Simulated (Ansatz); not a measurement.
BP:
```
CELL_PARAMETERS angstrom
      3.19834     0.00000     0.00000
     -1.59917     2.76984     0.00000
      0.00000     0.00000     7.96777
ATOMIC_POSITIONS crystal
  B  0.33333 0.66667 0.25000
  P  0.66667 0.33333 0.25000
  P  0.33333 0.66667 0.75000
  B  0.66667 0.33333 0.75000
```

Relaxed with r²SCAN+D4. Special points in fractions of this cell's reciprocal vectors: Γ (0.000, 0.000, 0.000); M (0.500, 0.000, 0.000); K (0.333, 0.333, 0.000); A (0.000, 0.000, 0.500); L (0.500, 0.000, 0.500); H (0.333, 0.333, 0.500).

List the band energies nearest the valence-band maximum at these points for the program Ansatz at the r²SCAN+D4 level (PAW).

In eV from the valence-band maximum; about four levels below and three above (degenerate sets whole), none deeper than 8.9 eV; points with the same levels are listed once.

| k | below | above |
|---|---|---|
| Γ | -1.82 -1.82 -1.76 -1.76 | 3.69 4.87 4.87 |
| M | -3.95 -3.87 -1.82 -0.49 | 0.87 2.44 2.97 |
| K | -6.74 -6.60 -0.37 -0.37 | 1.38 1.38 5.45 |
| A | -1.79 -1.79 -1.79 -1.79 | 4.93 4.93 4.93 4.93 |
| L | -3.91 -3.91 -1.19 -1.19 | 1.51 1.51 3.11 3.11 |
| H | -6.67 -6.67 -0.08 -0.08 | 0.94 0.94 6.40 6.40 |

Space group P6_3/mmc. The start of the workflow was typed in or built on a structure type; neither database checked (COD, Materials Project) lists it. It is not the phase usual at ambient conditions (space group No. 216). Symmetry was held in the r²SCAN+D4 relaxation; its stability against distortions is not shown here.

Potentials: the later of the program's two PAW sets.
